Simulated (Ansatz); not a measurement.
Given:

Ca:
Space group Pm-3m (No. 221); a = b = c = 3.448 Å, α = β = γ = 90.00°

```json
[
 {"atom": "Ca", "site": "1a", "symmetry": "m-3m", "x": "0.0000", "y": "0.0000", "z": "0.0000"}
]
```

This is the PBEsol-relaxed structure.

Problem. All from PBEsol in the plane-wave PAW code Ansatz, unless another level is named. Predict the bulk modulus (Birch–Murnaghan fit).

Solution. 11.7 GPa.

Problem. Give the elastic constants (relaxed ions, GPa).

Solution. C11 = 51.8, C12 = -8.2, C44 = -9.4.

This is a known high-pressure phase of the composition, computed here at zero pressure and temperature. The cell was relaxed with PBEsol under the symmetry of its start. At this level the phase is mechanically unstable. As this level gives no gap, shear constants depend on the k-mesh and smearing (Fermi–Dirac, 0.1 eV here).

Potentials: the earlier of the program's two PAW sets.
